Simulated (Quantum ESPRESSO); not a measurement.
# Al3Ru3CuPd: finding a planted mistake in a log

A calculation, not a measurement. The program is pw.x of Quantum ESPRESSO 7.5 (plane-wave density functional theory). The cell is made up: eight metal atoms on a hexagonal close-packed lattice, with elements, volume, strain and displacements drawn at random and not relaxed, so it may be unstable or far from any real phase. PseudoDojo standard norm-conserving files set the functional (PBE unless stated); there is no spin polarisation or spin-orbit coupling, the Fermi-Dirac width of 0.25 eV means electrons at about 2900 K, and the masses in the input are unused placeholders. The copper pseudopotential is less sure than most, with forces differing by about three percent and pressure by about two GPa from a second method on plain copper. A spin test at this wide smearing found no moment, but such smearing suppresses magnetism that the real alloy may have.

Intended input:

```
&control calculation='scf', pseudo_dir='./dojo.nc.sr.pbe.v0_5.standard.upf', outdir='./o', disk_io='minimal', tprnfor=.true., tstress=.true. /
&system ibrav=0, nat=8, ntyp=4, nbnd=60, ecutwfc=92.02030273, nosym=.true., tot_charge=0,
 occupations='smearing', smearing='fd', degauss=0.0183746611
/
&electrons conv_thr=1.470e-08, electron_maxstep=70, mixing_beta=0.5 /
ATOMIC_SPECIES
Al 1.0 Al.upf
Cu 1.0 Cu.upf
Pd 1.0 Pd.upf
Ru 1.0 Ru.upf
CELL_PARAMETERS angstrom
2.6207 -0.0431 4.4731
2.7264 0.0406 -4.5366
-2.6757 4.6179 -0.0118
ATOMIC_POSITIONS angstrom
Al -0.0296 0.0463 0.0184
Ru -1.3329 2.249 0.0
Al 2.6862 1.5458 -2.2765
Cu 1.3812 3.8659 -2.3217
Pd 2.6511 -0.0206 -0.0621
Ru 1.3406 2.3093 -0.0456
Ru 2.6108 1.5102 2.1841
Al 1.3418 3.8334 2.2313
K_POINTS automatic
6 6 5 1 1 1
```

The log is shortened where brackets say so; the opening notice, blank lines, dates and the lines on written files are dropped, and the path of the files is cut. It prints rydbergs, bohrs and kilobars, and counts compression as positive stress. Its total energy is the free energy E - TS of the whole cell.

Log of the intended run:

```
     Program PWSCF v.7.5
     Parallel version (MPI & OpenMP), running on       4 processor cores
     Number of MPI processes:                 4
     Threads/MPI process:                     1
     [start-up lines left out]
     bravais-lattice index     =            0
     lattice parameter (alat)  =       9.7972  a.u.
     unit-cell volume          =     750.2802 (a.u.)^3
     number of atoms/cell      =            8
     number of atomic types    =            4
     number of electrons       =        94.00
     number of Kohn-Sham states=           60
     kinetic-energy cutoff     =      92.0203  Ry
     charge density cutoff     =     368.0812  Ry
     scf convergence threshold =      1.5E-08
     mixing beta               =       0.5000
     number of iterations used =            8  plain     mixing
     Exchange-correlation= PBE
                           (   1   4   3   4   0   0   0)
     [axes and pseudopotential details left out]
   Cartesian axes
     site n.     atom                  positions (alat units)
         1        Al     tau(   1) = (  -0.0057094   0.0089305   0.0035491  )
         2        Ru     tau(   2) = (  -0.2570956   0.4337970   0.0000000  )
         3        Al     tau(   3) = (   0.5181261   0.2981607  -0.4391013  )
         4        Cu     tau(   4) = (   0.2664119   0.7456718  -0.4478197  )
         5        Pd     tau(   5) = (   0.5113558  -0.0039734  -0.0119781  )
         6        Ru     tau(   6) = (   0.2585808   0.4454279  -0.0087955  )
         7        Ru     tau(   7) = (   0.5035826   0.2912940   0.4212788  )
         8        Al     tau(   8) = (   0.2588123   0.7394030   0.4303829  )
     number of k points=    90  Fermi-Dirac smearing, width (Ry)=  0.0184
                       cart. coord. in units 2pi/alat
        k(    1) = (   0.1617386   0.2059928   0.0038112), wk =   0.0222222
        k(    2) = (   0.1618684   0.4306106   0.0058994), wk =   0.0222222
     [further k points left out]
     Dense  grid:    89483 G-vectors     FFT dimensions: (  60,  64,  64)
     Estimated max dynamical RAM per process >     380.50 MB
     Estimated total dynamical RAM >       1.42 GB
     Initial potential from superposition of free atoms
     starting charge      93.9898, renormalised to      94.0000
     Starting wfcs are   61 randomized atomic wfcs
     total cpu time spent up to now is        6.6 secs
     per-process dynamical memory:   321.7 Mb
     Self-consistent Calculation
     iteration #  1     ecut=    92.02 Ry     beta= 0.50
     Davidson diagonalization with overlap
     ethr =  1.00E-02,  avg # of iterations =  5.9
     total cpu time spent up to now is       26.8 secs
     total energy              =   -1266.73978296 Ry
     estimated scf accuracy    <       6.76612082 Ry
     iteration #  2     ecut=    92.02 Ry     beta= 0.50
     Davidson diagonalization with overlap
     ethr =  7.20E-03,  avg # of iterations =  2.9
     total cpu time spent up to now is       43.8 secs
     total energy              =   -1269.31381198 Ry
     estimated scf accuracy    <      17.97047035 Ry
     [iterations 3 to 15 left out]
     iteration # 16     ecut=    92.02 Ry     beta= 0.50
     Davidson diagonalization with overlap
     ethr =  5.52E-11,  avg # of iterations =  1.6
     total cpu time spent up to now is      245.0 secs
     total energy              =   -1270.77042039 Ry
     estimated scf accuracy    <       0.00000002 Ry
     iteration # 17     ecut=    92.02 Ry     beta= 0.50
     Davidson diagonalization with overlap
     ethr =  2.39E-11,  avg # of iterations =  1.0
     total cpu time spent up to now is      257.6 secs
     End of self-consistent calculation
     [lines on levels left out]
!    total energy              =   -1270.77042039 Ry
     estimated scf accuracy    <          4.0E-10 Ry
     smearing contrib. (-TS)   =      -0.09714610 Ry
     internal energy E=F+TS    =   -1270.67327429 Ry
     The total energy is F=E-TS. E is the sum of the following terms:
     one-electron contribution =    -634.97572387 Ry
     hartree contribution      =     370.23413819 Ry
     xc contribution           =    -198.20477126 Ry
     ewald contribution        =    -807.72691734 Ry
     convergence has been achieved in  17 iterations
     Forces acting on atoms (cartesian axes, Ry/au):
     atom    1 type  1   force =     0.00902623   -0.02540258   -0.02497494
     atom    2 type  4   force =    -0.00603651    0.03087019    0.00177482
     atom    3 type  1   force =     0.00173496    0.02654270    0.01165318
     atom    4 type  2   force =    -0.00691381   -0.00241870   -0.00030150
     atom    5 type  3   force =    -0.00462658   -0.00824153   -0.00234047
     atom    6 type  4   force =    -0.00151454    0.01413542    0.01462912
     atom    7 type  4   force =     0.02223403   -0.01440748    0.00474169
     atom    8 type  1   force =    -0.01390379   -0.02107801   -0.00518190
     Total force =     0.071693     Total SCF correction =     0.000116
     Computing stress (Cartesian axis) and pressure
          total   stress  (Ry/bohr**3)                   (kbar)     P=       31.05
   0.00015594   0.00017982  -0.00008648           22.94       26.45      -12.72
   0.00017982   0.00066086   0.00019920           26.45       97.22       29.30
  -0.00008648   0.00019920  -0.00018364          -12.72       29.30      -27.01
     init_run     :      6.21s CPU      6.52s WALL (       1 calls)
     electrons    :    249.59s CPU    250.98s WALL (       1 calls)
     forces       :      2.24s CPU      2.24s WALL (       1 calls)
     stress       :      7.42s CPU      7.43s WALL (       1 calls)
     [timing details left out]
     PWSCF        :   4m25.58s CPU   4m27.32s WALL
     JOB DONE.
```

A second run was made from an input with one planted mistake. Its log:

```
     Program PWSCF v.7.5
     Parallel version (MPI & OpenMP), running on       4 processor cores
     Number of MPI processes:                 4
     Threads/MPI process:                     1
     [start-up lines left out]
     bravais-lattice index     =            0
     lattice parameter (alat)  =       9.7972  a.u.
     unit-cell volume          =     750.2802 (a.u.)^3
     number of atoms/cell      =            8
     number of atomic types    =            4
     number of electrons       =        94.00
     number of Kohn-Sham states=           60
     kinetic-energy cutoff     =      92.0203  Ry
     charge density cutoff     =     368.0812  Ry
     scf convergence threshold =      1.5E-08
     mixing beta               =       0.5000
     number of iterations used =            8  plain     mixing
     Exchange-correlation= SLA  PW   NOGX NOGC
                           (   1   4   0   0   0   0   0)
     [axes and pseudopotential details left out]
   Cartesian axes
     site n.     atom                  positions (alat units)
         1        Al     tau(   1) = (  -0.0057094   0.0089305   0.0035491  )
         2        Ru     tau(   2) = (  -0.2570956   0.4337970   0.0000000  )
         3        Al     tau(   3) = (   0.5181261   0.2981607  -0.4391013  )
         4        Cu     tau(   4) = (   0.2664119   0.7456718  -0.4478197  )
         5        Pd     tau(   5) = (   0.5113558  -0.0039734  -0.0119781  )
         6        Ru     tau(   6) = (   0.2585808   0.4454279  -0.0087955  )
         7        Ru     tau(   7) = (   0.5035826   0.2912940   0.4212788  )
         8        Al     tau(   8) = (   0.2588123   0.7394030   0.4303829  )
     number of k points=    90  Fermi-Dirac smearing, width (Ry)=  0.0184
                       cart. coord. in units 2pi/alat
        k(    1) = (   0.1617386   0.2059928   0.0038112), wk =   0.0222222
        k(    2) = (   0.1618684   0.4306106   0.0058994), wk =   0.0222222
     [further k points left out]
     Dense  grid:    89483 G-vectors     FFT dimensions: (  60,  64,  64)
     Estimated max dynamical RAM per process >     380.50 MB
     Estimated total dynamical RAM >       1.42 GB
     Initial potential from superposition of free atoms
     starting charge      93.9914, renormalised to      94.0000
     Starting wfcs are   61 randomized atomic wfcs
     total cpu time spent up to now is        6.7 secs
     per-process dynamical memory:   329.8 Mb
     Self-consistent Calculation
     iteration #  1     ecut=    92.02 Ry     beta= 0.50
     Davidson diagonalization with overlap
     ethr =  1.00E-02,  avg # of iterations =  6.0
     total cpu time spent up to now is       26.7 secs
     total energy              =   -1266.09482148 Ry
     estimated scf accuracy    <       6.55245897 Ry
     iteration #  2     ecut=    92.02 Ry     beta= 0.50
     Davidson diagonalization with overlap
     ethr =  6.97E-03,  avg # of iterations =  3.0
     total cpu time spent up to now is       43.5 secs
     total energy              =   -1268.56588362 Ry
     estimated scf accuracy    <      17.28336834 Ry
     [iterations 3 to 15 left out]
     iteration # 16     ecut=    92.02 Ry     beta= 0.50
     Davidson diagonalization with overlap
     ethr =  4.42E-11,  avg # of iterations =  1.5
     total cpu time spent up to now is      234.7 secs
     total energy              =   -1269.99127242 Ry
     estimated scf accuracy    <       0.00000002 Ry
     iteration # 17     ecut=    92.02 Ry     beta= 0.50
     Davidson diagonalization with overlap
     ethr =  2.14E-11,  avg # of iterations =  1.0
     total cpu time spent up to now is      246.6 secs
     End of self-consistent calculation
     [lines on levels left out]
!    total energy              =   -1269.99127243 Ry
     estimated scf accuracy    <          3.8E-10 Ry
     smearing contrib. (-TS)   =      -0.09717230 Ry
     internal energy E=F+TS    =   -1269.89410012 Ry
     The total energy is F=E-TS. E is the sum of the following terms:
     one-electron contribution =    -635.71780209 Ry
     hartree contribution      =     369.61708180 Ry
     xc contribution           =    -196.06646249 Ry
     ewald contribution        =    -807.72691734 Ry
     convergence has been achieved in  17 iterations
     Forces acting on atoms (cartesian axes, Ry/au):
     atom    1 type  1   force =     0.00776999   -0.02261418   -0.02722797
     atom    2 type  4   force =    -0.00503498    0.02753623    0.00293136
     atom    3 type  1   force =     0.00164944    0.02690538    0.01476465
     atom    4 type  2   force =    -0.00708631   -0.00310818   -0.00048873
     atom    5 type  3   force =    -0.00460520   -0.00650462    0.00000053
     atom    6 type  4   force =    -0.00158471    0.01245273    0.01287586
     atom    7 type  4   force =     0.02089260   -0.01286656    0.00106963
     atom    8 type  1   force =    -0.01200082   -0.02180080   -0.00392532
     Total force =     0.068810     Total SCF correction =     0.000115
     Computing stress (Cartesian axis) and pressure
          total   stress  (Ry/bohr**3)                   (kbar)     P=      -80.78
  -0.00061835   0.00017601  -0.00009034          -90.96       25.89      -13.29
   0.00017601  -0.00011992   0.00019025           25.89      -17.64       27.99
  -0.00009034   0.00019025  -0.00090919          -13.29       27.99     -133.75
     init_run     :      6.35s CPU      6.60s WALL (       1 calls)
     electrons    :    238.36s CPU    239.90s WALL (       1 calls)
     forces       :      2.24s CPU      2.24s WALL (       1 calls)
     stress       :      7.65s CPU      7.67s WALL (       1 calls)
     [timing details left out]
     PWSCF        :   4m14.67s CPU   4m16.52s WALL
     JOB DONE.
```

Question: the log repeats what the program read. Compare it with the intended run: what was wrong in the second input?

Answer: the files are those of another functional. The input lines that differ:

```
- &control calculation='scf', pseudo_dir='./dojo.nc.sr.pbe.v0_5.standard.upf', outdir='./o', disk_io='minimal', tprnfor=.true., tstress=.true. /
+ &control calculation='scf', pseudo_dir='./dojo.nc.sr.lda.v0_4_1.standard.upf', outdir='./o', disk_io='minimal', tprnfor=.true., tstress=.true. /
```

```
                                            intended run  run with the mistake
                          free energy (eV)    -17289.712            -17279.112
         entropy term -TS, part of it (eV)        -1.322                -1.322
                            pressure (GPa)          3.10                 -8.08
size of the largest force component (eV/Å)         0.794                 0.708
largest change of a force component (eV/Å)                               0.094
                                iterations            17                    17
```

For scale, a rerun of the intended cell at a higher cutoff and on a denser mesh moved values by no more than 0.002 eV in energy, 0.02 GPa in stress and 0.003 eV/Å in force, and a second program with other atomic files agreed on that cell to 2 % rms in force and 0.5 GPa in pressure. Files of another functional or element have another zero of energy, so the energy change says nothing on stability.